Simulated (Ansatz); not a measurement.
**Cs2As3: single run (Ansatz)**

The command:

```bash
ansatz run input.yaml --threads 1 --pin off --max-ram 2560MiB --backend cpu --events-out ev --progress --plain --runs-dir out
```

input.yaml:

```yaml
crystal:
  lattice:
    - [-5.085387, 0.0, 4.813065]
    - [5.085387, 0.0, 4.813065]
    - [0.0, 7.648989, 4.813065]
  atoms:
    - { symbol: Cs, position: [0.75, 0.25, 0.5] }
    - { symbol: Cs, position: [0.25, 0.75, 0.5] }
    - { symbol: As, position: [0.1246, 0.1246, 0.1424] }
    - { symbol: As, position: [0.267, 0.267, 0.8576] }
    - { symbol: As, position: [0.8754, 0.8754, 0.8576] }
    - { symbol: As, position: [0.733, 0.733, 0.1424] }
    - { symbol: As, position: [0.8565, 0.8565, 0.287] }
    - { symbol: As, position: [0.1435, 0.1435, 0.713] }
    - { symbol: Cs, position: [0.71227, 0.28773, 0.0] }
    - { symbol: Cs, position: [0.28773, 0.71227, 0.0] }
  symmetry: { tolerance: 0.0003 }
kpoints:
  mp_grid: { grid: [3, 3, 3], shift: [0, 0, 0] }
magnetization:
  spin_polarized: false
scf:
  occupations: { method: fermi_dirac }
hamiltonian:
  pseudopotentials: { kind: paw }
  xc: r2scan
basis:
  ecutwfc: "58.8 Ry"
output:
  forces: true
  stress: true
  eigenvalues: true
```

Origin of the cell: a known structure type with other elements, at an estimated volume, so it need not be a known compound.

The smearing width isn't typed, so it takes its default of 0.1 eV.

Output (shortened):

```
Pseudopotentials: kind: paw
Pseudopotential: Cs, paw, valence charge 9, recommended cutoff 500 eV (meta_gga), Cs.paw.azcp
Pseudopotential: As, paw, valence charge 15, recommended cutoff 500 eV (meta_gga), As.paw.azcp
Functional definition: r2SCAN
  exchange = r2scan_x(k0 = k0, k1 = k1, a1 = a1)
  correlation = r2scan_c
Crystal: 10 atoms, lattice volume = 374.438 Å³
Basis set: ecut = 800.014756 eV, 19227 PW (Γ), exchange–correlation on 288×288×360 points (64 copies of the dense FFT grid, shifted against one another)
Bands: 76, of which v1, the nominal top of the filled ones, is band 63 counted from 1 (62 counted from 0)
Symmetry: 8 space group operations
Space group: Fmmm (ITA 69), of the structure as read, at distance tolerance 2.2e-3 Å
[… 7 lines left out …]
Initial density: superposition of atomic densities (neutral atoms: chi_scale 0, normalization atom), corrected by the library's trained network
Functional: x = r2scan, c = r2scan; τ floored in thin density (d = 2e-4 eV/Å³)
SCF iter   1: F=—  HF=-51935.348477 eV  Δρ=3.84e-3  dr2=1.23e-1  dr2_τ=3.47e-2
SCF iter   2: F=—  HF=-51935.393479 eV  Δρ=1.91e-3  dr2=2.56e-2  dr2_τ=5.42e-4  defer=12
SCF iter   3: F=—  HF=-51935.387774 eV  Δρ=7.82e-4  dr2=3.78e-3  dr2_τ=1.36e-4  defer=12
SCF iter   4: F=—  HF=-51935.387648 eV  Δρ=2.67e-4  dr2=2.73e-4  dr2_τ=8.62e-6  defer=12
SCF iter   5: F=—  HF=-51935.387826 eV  Δρ=3.92e-5  dr2=8.20e-6  dr2_τ=1.91e-7  defer=12
SCF iter   6: F=—  HF=-51935.387830 eV  Δρ=1.10e-5  dr2=9.78e-7  dr2_τ=2.75e-8  defer=12
SCF iter   7: F=-51935.387830 eV  HF=-51935.387830 eV  Δρ=3.34e-6  dr2=6.07e-8  dr2_τ=2.65e-9
SCF 1 converged in 7 iterations: F = -51935.387830 eV  dr2 = 6.07e-8
SCF converged after 7 iterations
Free energy (F): -51935.387830 eV
Harris-Foulkes:  -51935.387830 eV  (|F-HF|=2.22e-8)
Internal energy: -51935.386587 eV  (E = F + TS)
E sigma→0 (E₀):  -51935.387209 eV
Entropy (-TS):   -0.001243 eV (-0.124 meV/atom)
Fermi energy:    7.121745 eV
--- Per-component energies (eV) ---
  E_band       = -1967.534389
  E_kinetic    = 1206.875889
  E_local      = -18291.332142  (includes V_loc(G=0)·N_el)
  E_nonlocal   = -3901.538769
  E_hartree    = 9397.148432
  E_xc         = -1105.272699
  E_vxc        = -1071.420316  (∫ρ·V_xc dr)
  E_paw        = -31459.692901  (= ΣΔE_a)
  E_vpaw       = 1241.484329  (= ΣTr[D̂ρ^β])
  E_aug_tail   = -0.000016  (compensation charges beyond the density's cutoff)
  E_vtau       = 54.099278  (kinetic-family band-sum trace: ∫τ·v_τ [+ j·A + Jᵃ·Aᵃ] dr)
  E_ewald      = -7773.029450
  E_core_change = -8.544930  (= ΣΔE_core)
  E_smearing   = -0.001243  (= −TS)
  Σ components = -51935.387830   (vs F -51935.387830, Δ=0.00e0)
--- Forces (eV/Å), atoms counted from 1 ---
  atom   1  Cs     0.000000     0.000000     0.000000
  atom   2  Cs     0.000000     0.000000     0.000000
  atom   3  As    -0.000000     1.632040     2.684595
  atom   4  As    -0.000000    -1.632040     2.684595
  atom   5  As    -0.000000    -1.632040    -2.684595
  atom   6  As     0.000000     1.632040    -2.684595
  atom   7  As     0.000000     3.152523     0.000000
  atom   8  As     0.000000    -3.152523     0.000000
  atom   9  Cs     0.025722     0.000000     0.000000
  atom  10  Cs    -0.025722     0.000000     0.000000
  max |Σ_I F_I| component: 1.78e-15 eV/Å
--- Stress (GPa, compression-positive) ---
        0.526572       0.000000       0.000000
        0.000000       9.282480       0.000000
        0.000000       0.000000       8.941390
  P = ⅓ Tr σ = 6.2501 GPa (62.501 kbar)
```

Time: 140 s of wall time on 1 CPU thread(s) of a shared host, from the program's own first density.
